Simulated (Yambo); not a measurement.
A G0W0@PBEsol run in Yambo for AuPO₄ (space group C2/c, No. 15) (2×2×2 Γ-centred k mesh, bands 9 to 262 and a 7 Ry block in the screening, 262 bands in G with the Bruneval-Gonze terminator, plasmon pole fitted at 27.2 eV) gives these matrix elements, in eV, at the band edges ((-0.5, -0.5, 0) → (-0.5, -0.5, 0)):

| state | E0 | <Vxc> | <Σx> | <Σc(E0)> | Z |
|---|---|---|---|---|---|
| valence edge | 0.000 | -21.123 | -26.755 | 4.609 | 0.794 |
| conduction edge | 1.803 | -22.197 | -18.290 | -2.311 | 0.810 |

Q: Solve the linearised quasiparticle equation for both states, give the gap, and say how exchange and correlation each act on it.

A: E = E0 + Z(Σx + Σc − Vxc). Valence: 0.000 + 0.794 × (-26.755 + (4.609) − (-21.123)) = -0.81 eV. Conduction: 1.803 + 0.810 × (-18.290 + (-2.311) − (-22.197)) = 3.09 eV. The gap is 3.91 eV, against 1.80 eV in PBEsol. Replacing Vxc by bare exchange alone would open it by 9.54 eV; correlation takes back 6.92 eV of that, and Z scales what is left. Nearest settings tried, and what they do to the gap: 176 bands in W, 176 bands in G: +18 meV; 6 Ry block (289 vectors against 363): -12 meV; 2×2×1 mesh: +71 meV. So the settings aren't converged at that level. The k mesh is coarse. Without spin-orbit coupling, band edges of such heavy elements can be off by tenths of an eV.

Geometry of the Materials Project entry, not relaxed at this level; primitive cell a = b = 4.8015 Å, c = 7.7596 Å, α = β = 95.93°, γ = 72.22°.

The structure is a Materials Project entry; no match was found in the copy of COD used, and its stability was not checked.
